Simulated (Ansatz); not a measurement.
The end point of a relaxation of VBiO4. Level of theory: r2SCAN (plane waves to 500 eV, PAW, scalar-relativistic; Ansatz, a quantum-chemistry and plane-wave program).

```
CELL_PARAMETERS angstrom
     -2.56071     2.56071     5.81152
      2.56071    -2.56071     5.81152
      2.56071     2.56071    -5.81152
ATOMIC_POSITIONS crystal
  Bi 0.75000 0.25000 0.50000
  Bi 0.00000 0.00000 0.00000
  V  0.25000 0.75000 0.50000
  V  0.50000 0.50000 0.00000
  O  0.07987 0.96776 0.39020
  O  0.57756 0.68967 0.60980
  O  0.71776 0.82756 0.38789
  O  0.43967 0.32987 0.61211
  O  0.67013 0.28224 0.10980
  O  0.17244 0.56033 0.89020
  O  0.03224 0.42244 0.11211
  O  0.31033 0.92013 0.88789
```

Question: Determine the symmetry and give the standard cell with its independent sites.

Answer: Space group I4₁/a, origin choice 1 (No. 88); a = b = 5.121 Å, c = 11.623 Å, α = β = γ = 90.00°

| atom | site | symmetry | x | y | z |
|---|---|---|---|---|---|
| Bi | 4a | -4.. | 0.0000 | 0.0000 | 0.0000 |
| V | 4b | -4.. | 0.0000 | 0.0000 | 0.5000 |
| O | 16f | 1 | 0.2512 | 0.3610 | 0.0787 |

Question: Give the shortest distances between elements (the closest pairs, up to four, under 3.6 Å).

Answer: O–V 1.72 Å; Bi–O 2.43 Å; O–O 2.76 Å.

| Property | Result |
|---|---|
| Volume per atom | 12.70 Å³ |
| Band gap | 2.50 eV, indirect (valence top at k = (0, 0.1429, 0.2857), conduction bottom at N) (no spin-orbit coupling) |
| Smallest direct gap | 2.54 eV at k = (0.1429, -0.1429, -0.2857) |
| Magnetic moment | zero (the starting moments vanished) |

No spin polarisation in the result: the starting moments vanished. The d or f electrons are treated with no Hubbard U. Without spin-orbit coupling the bands of the heavy element are not split, so the gap can be far off.

The run could not lose the symmetry of its start.

The first start was generated by placing the elements on the sites of a structure type. A measured structure of VBiO4 has the same space group, I4₁/a (No. 88); the sites were not compared with it.
